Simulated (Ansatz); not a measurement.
Mg (hcp, Mg type)

```xyz
2
Lattice="3.1731 0.0000 0.0000 -1.5865 2.7479 0.0000 0.0000 0.0000 5.1827" Properties=species:S:1:pos:R:3 pbc="T T T"
Mg     0.0000     1.8320     3.8870
Mg     1.5865     0.9160     1.2957
```

The atoms are displaced by Q × the pattern below (from a DFPT mode at Γ, largest move 1; Q in Å), at fixed cell.

```csv
atom,x,y,z
Mg1,0.000,0.000,-1.000
Mg2,0.000,0.000,1.000
```

All values below come from r2SCAN (plane waves to 500 eV, PAW, scalar-relativistic; Ansatz, an electronic-structure program). k mesh 17×17×9 (Γ-centred), Fermi-Dirac smearing 0.05 eV. With partly filled bands, energies and forces of such displacements shift with the k mesh and the smearing. Mg was relaxed with its symmetry unable to fall.

At one point of the scan the forces (eV/Å) are:

| atom | Fx | Fy | Fz |
|---|---|---|---|
| Mg1 | 0.000 | 0.000 | -0.201 |
| Mg2 | 0.000 | 0.000 | 0.201 |

Which point is it?
A. Q = -0.067 Å
B. Q = -0.033 Å
C. Q = -0.017 Å
D. Q = -0.050 Å

B, Q = -0.033 Å

(For displaced atoms, the force is minus the slope of the energy, and its curvature is a force constant, which sets phonon frequencies.)
